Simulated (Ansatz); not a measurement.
BN:
```xyz
2
Lattice="0.0000 1.7413 1.7413 1.7413 0.0000 1.7413 1.7413 1.7413 0.0000" Properties=species:S:1:pos:R:3 pbc="T T T"
N      0.0000     0.0000     0.0000
B      1.7413     1.7413     1.7413
```

Tensor components refer to the Cartesian frame of this cell.

Task: Give the high-frequency dielectric tensor and the Born effective charge tensors of the independent atoms from DFPT, PBEsol (plane waves, PAW; program Ansatz).

Result: 
ε∞:
```
8.56  0.00  0.00
0.00  8.56  0.00
0.00  0.00  8.56
```
Z* of atom 1 (N), rows: field, columns: displacement, in e:
```
-3.84   0.00   0.00
 0.00  -3.84   0.00
 0.00   0.00  -3.84
```
Z* of atom 2 (B), rows: field, columns: displacement, in e:
```
3.84  0.00  0.00
0.00  3.84  0.00
0.00  0.00  3.84
```

Space group Fm-3m (rock salt). The start of the workflow was typed in or built on a structure type; neither database checked (COD, Materials Project) lists it. It is not the phase usual at ambient conditions (space group No. 186, 194, 216). The PBEsol relaxation kept the symmetry of its start. At this level the phase is dynamically unstable (imaginary phonons). Its formation energy is positive at this level, so the cell may be metastable or incomplete.

Potentials: the later of the program's two PAW sets.
